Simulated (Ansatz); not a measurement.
MoP (CsCl type, Pm-3m) at seven volumes, plane-wave PAW PBEsol (Ansatz code), scaled uniformly. One row is withheld.

```csv
V (Å³/atom),P (GPa)
11.971,29.75
12.365,?
12.760,8.34
13.155,0.00
13.549,-7.07
13.944,-13.06
14.339,-18.13
```

Q: Fit the shown pressures and predict the withheld one.

A: P = (3/2)B₀(x^(7/2) − x^(5/2))[1 + (3/4)(B′ − 4)(x − 1)] with x = (V₀/V)^(2/3). Least squares on the six rows gives V₀ = 13.155 Å³/atom, B₀ = 255 GPa, B′ = 4.49. At V = 12.365, x = 1.0422 and P = 18.15 GPa. The run itself gave 18.17 GPa.

A made-up cell: these elements were put on the sites of a structure type; neither database checked (COD, Materials Project) lists it. COD files the formula under space group No. 187, so this cell is another polymorph or a model. Its standing as an ambient phase is unchecked. Symmetry was held in the PBEsol relaxation; of distortions, only those at the zone centre were tested. The run is not spin-polarised.

Potentials: the later of the program's two PAW sets.
